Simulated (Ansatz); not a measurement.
**Cd (diamond): energy against volume**

These are results of DFT, r2SCAN, plane waves (500 eV) with PAW, scalar-relativistic in Ansatz, not measurements. (PAW data from PBE, frozen cores regenerated.)

The cell is scaled uniformly from the relaxed one, with fractional coordinates and shape fixed. Energies are extrapolated to zero smearing, pressures are those at the given smearing. Magnetic state: spin not included.

A Birch-Murnaghan fit gives V₀ = 34.65 Å³/atom, B₀ = 21 GPa, B₀′ = 5.5.

(1) What are the energy above the minimum and the pressure at 35.820 Å³/atom?

(2) What are the energy above the minimum and the pressure at 37.198 Å³/atom?

(3) What are the energy above the minimum and the pressure at 38.576 Å³/atom?

Answers

(1) 2.4 meV/atom and -0.61 GPa as computed.

(2) 10.4 meV/atom and -1.19 GPa as computed.

(3) 22.7 meV/atom and -1.64 GPa as computed.
